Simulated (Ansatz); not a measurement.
Start of a relaxation of B₃Sb₂P:

```
CELL_PARAMETERS angstrom
3.94708 0.00000 0.00000
-1.97354 3.41827 0.00000
0.00000 0.00000 8.29050
ATOMIC_POSITIONS crystal
B 0.00000 0.00000 0.50000
B 0.33333 0.66667 0.00000
B 0.33333 0.66667 0.50000
Sb 0.66667 0.33333 0.24787
Sb 0.66667 0.33333 0.75213
P 0.00000 0.00000 0.00000
```

All numbers below come from DFT PBE, scalar-relativistic, plane waves, PAW (Ansatz). Cutoff 420 eV, Gaussian smearing, Γ-centred meshes. Cell and atoms relax first on a coarse mesh and then on a finer one. In between, the cell is made exact in the group found at 0.06 Å. In metals the finer mesh still leaves noise of several meV/atom or more. The steps can't lower the symmetry of their start. No spin polarisation.

A guess keeps its type if space group and coordination stay and the shape of the cell changes little (axis ratios within about 15 %, angles within 6°); the volume may change.

Q: Will the relaxed cell still be of the starting type?

A: It doesn't keep its type. The symmetry stays P-6m2 (No. 187). The volume per atom shrinks by 12.3 %, from 18.6 to 16.4 Å³. The shortest distance goes from 2.28 Å (B–P and B–B) to 1.84 Å (B–P and B–B). The ratio c/a of the conventional cell changes by a factor of 1.66. Counting neighbours within 15 % of an atom's shortest distance, the start has B 3, P 3, Sb 12 and the end B 3, P 3, Sb 12. In detail, at the end B on its first site has 3 B at 1.84 Å and 6 Sb at 2.80 Å; Sb is surrounded by 6 B at 2.80 Å and 6 Sb at 3.19 Å; P is surrounded by 3 B at 1.84 Å; 2 more sites not described.

```
CELL_PARAMETERS angstrom
3.19100 0.00000 0.00000
-1.59550 2.76349 0.00000
0.00000 0.00000 11.12883
ATOMIC_POSITIONS crystal
B 0.00000 0.00000 0.50000
B 0.33333 0.66667 0.00000
B 0.33333 0.66667 0.50000
Sb 0.66667 0.33333 0.31047
Sb 0.66667 0.33333 0.68953
P 0.00000 0.00000 0.00000
```

The zero of energy is the elements' standard structures at the same level; no fitted shifts are applied. The references include black phosphorus.

Q: At what energy does it end?

A: +0.41 eV/atom. A positive value: parting into the elements would lower its energy.

The last run used a 12×12×4 mesh (in the run's order of axes) for its 6-atom cell and Gaussian smearing of 0.10 eV. No dispersion correction is applied, so the spacing and binding between layers, chains or molecules are poorly described. These runs have no spin–orbit coupling, which can matter for Sb. The reference form of P is held partly by dispersion forces, which this level lacks. Symmetry constrained the relaxation, so the result can be a saddle point.
